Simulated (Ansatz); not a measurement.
Structure: B4As3N, ordered on the zincblende lattice (I-42m) with 8 atoms a cell, at its r2SCAN minimum. N has 4 B at 1.63 Å; B has 1 N at 1.63 Å and 3 As at 2.04–2.14 Å; As has 4 B at 2.04 Å; As has 4 B at 2.14 Å.

Space group I-42m (No. 121). a = 4.522 Å, b = 4.522 Å, c = 8.899 Å, α = 90.00°, β = 90.00°, γ = 90.00°
```csv
atom,site,symmetry,x,y,z
N,2a,-42m,0.0000,0.0000,0.0000
B,8i,..m,0.2970,0.2970,0.3888
As,4d,-4..,0.5000,0.0000,0.2500
As,2b,-42m,0.5000,0.5000,0.0000
```

The questions ask for values computed with Ansatz on this geometry. Note: simulated data, non-magnetic, for a generated structure that need not be the stable one.

**Question.** What gap does PBE give, and where are the band edges?

**Answer.** PBE gives a direct gap of 1.24 eV at Γ.

**Question.** How does the gap change from PBE to PBE+SOC (8×8×8)?

**Answer.** PBE+SOC gives an indirect gap of 1.174 eV, from Γ to Γ–M (0.09 of the way from Γ); the least direct gap is 1.174 eV at Γ. Least and direct gap differ so little that the kind isn't settled. The gap differs by -0.07 eV from PBE's.

**Question.** How does the gap change from PBE to r2SCAN (8×8×8)?

**Answer.** With r2SCAN the valence top lies at Γ and the conduction bottom at Γ–M (0.25 of the way from Γ), 1.525 eV higher; the smallest vertical gap, at Γ, is 1.534 eV. Least and direct gap differ so little that the kind isn't settled. The gap differs by +0.29 eV from PBE's.

**Question.** What does HSE06 give for the gap (4×4×4 mesh)?

**Answer.** HSE06 gives an indirect gap of 2.027 eV, from Γ to Γ–M (0.09 of the way from Γ); the least direct gap is 2.029 eV at Γ. Least and direct gap differ so little that the kind isn't settled. The gap differs by +0.79 eV from PBE's.

**Question.** What does PBE0 give for the gap (4×4×4 mesh)?

**Answer.** The PBE0 gap is indirect, 2.720 eV (Γ to Γ–M (0.09 of the way from Γ)), below the direct gap of 2.722 eV at Γ. Least and direct gap differ so little that the kind isn't settled. The gap differs by +1.48 eV from PBE's.

**Question.** Roughly how does the cost of the PBE+SOC run (8×8×8) compare with r2SCAN's (8×8×8)?

**Answer.** About 3 times as much (2.9 core-minutes against 60 core-seconds, on 4 threads of Arm Neoverse V2, on a shared host).

Only the levels marked +SOC include spin-orbit coupling.

Where an edge lies off the special points, it is a point of the mesh or the k point where a search put PBE's edge or least direct gap, reused for the other functionals, whose own edges may lie a little apart.

The meshes of the hybrids are coarse, so their gaps aren't converged to the digits shown.
